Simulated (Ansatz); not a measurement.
Starting cell, PtS$_{2}$ (CdI2 type):

```
CELL_PARAMETERS angstrom
      3.55931     0.00000     0.00000
     -1.77966     3.08245     0.00000
      0.00000     0.00000     4.38472
ATOMIC_POSITIONS crystal
  Pt 0.00000 0.00000 0.00000
  S  0.66667 0.33333 0.27118
  S  0.33333 0.66667 0.72882
```

In each cell atom 2 (S, nearest neighbour Pt at 2.374 Å; its periodic images, 3.6 Å or more away, move with it) moves by s·(-0.750, -0.433, -0.501) (towards the nearest neighbour), the rest being held.

Computed with PBEsol-D3(BJ) (plane waves to 420 eV, PAW, scalar-relativistic; Ansatz, a program for electronic structure). k mesh 12×12×9 (Γ-centred), Fermi-Dirac smearing 0.05 eV. The energy includes the smearing's −TS. With partly filled bands, energies and forces of such displacements shift with the k mesh and the smearing. PtS2 is run without spin polarisation. PtS2 was relaxed with its symmetry unable to fall. Spin-orbit coupling is left out, though Pt is heavy. ΔE is measured from the undisplaced structure. The last digit holds for this mesh only.

```csv
s (Å),ΔE (meV/cell)
-0.240,204.5
-0.192,142.5
-0.144,withheld
-0.096,41.6
-0.048,11.2
0.000,0.0
0.048,12.6
0.096,53.8
0.144,129.0
0.192,244.6
0.240,408.0
```

Question: Fit a polynomial form (powers 2, 3, 4) to the given rows and predict ΔE at s = -0.144.

Answer: Least squares on the 10 given rows: ΔE = (5122)·s² + (7325)·s³ + (3397)·s⁴, in meV/cell with s in Å; root-mean-square residual 0.50 meV/cell. At -0.144 the fit gives 85.8 meV/cell; the calculation gives 86.8 meV/cell, so the interpolation is off by -1.0 (-1.2 %). The quadratic term alone would give 106.2 meV/cell.

(A displaced cell: forces are minus the slopes of the energy, force constants its curvatures, and phonons follow from these.)
